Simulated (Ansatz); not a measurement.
A crystal relaxed with r2SCAN in Ansatz 0.2.0 has space group I-42d (No. 122) and a = 5.980 Å, c = 11.304 Å.

```
atom  site       x       y       z
  Cd    4a  0.0000  0.0000  0.0000
  As    8d  0.2787  0.2500  0.1250
  Xx    4b  0.5000  0.5000  0.0000
```

r2SCAN gives a direct gap of 0.10 eV at Γ. HSE06 gives a direct gap of 0.45 eV at Γ. Meshes: r2SCAN 6×6×6, HSE06 4×4×4.

Q: Which element is Xx?
A. Ge
B. Si
C. Sn
D. C

A: A. Xx is Ge: CdGeAs2 as one 8-atom ordering (I-42d) on the zincblende lattice. Cd is surrounded by 4 As at 2.65 Å; As is surrounded by 2 Ge at 2.45 Å and 2 Cd at 2.65 Å; Ge is surrounded by 4 As at 2.45 Å.

These are computed values for a spin-unpolarised cell that may be hypothetical; none is a measurement.

Spin-orbit coupling is left out.

Gaps or overlaps of about a tenth of an eV are at the limit of these meshes: between the points read a gap can be smaller or closed.
